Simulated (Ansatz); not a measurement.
Nb$_{2}$SiB$_{2}$ in space group Cmmm (No. 65; Si on 2a, Nb on 4j, B on 4i) under volume change, plane-wave PAW PBEsol (Ansatz code), shape and atoms relaxed at each volume.

```tsv
V (Å³/atom)	E − E(relaxed) (meV/atom)	P (GPa)
10.405	79.6	27.09
10.748	33.2	16.52
11.091	7.7	7.51
11.434	0.0	0.00
11.777	6.7	-6.14
12.120	25.7	-11.52
12.463	55.1	-15.78
```

Question: What does a third-order Birch–Murnaghan fit give for V₀, B₀ and B′?

Answer: V₀ = 11.44 Å³/atom, B₀ = 227 GPa, B′ = 4.9.

The start of the workflow was typed in or built on a structure type; neither database checked (COD, Materials Project) lists it. Its standing as an ambient phase is unchecked. The cell was relaxed with PBEsol under the symmetry of its start; whether a distortion lowers the energy is not shown. No spin polarisation was allowed.

Potentials: the earlier of the program's two PAW sets. The files were generated under PBE; for other functionals the program regenerates the frozen cores, and for LDA and PBEsol the local potential too.
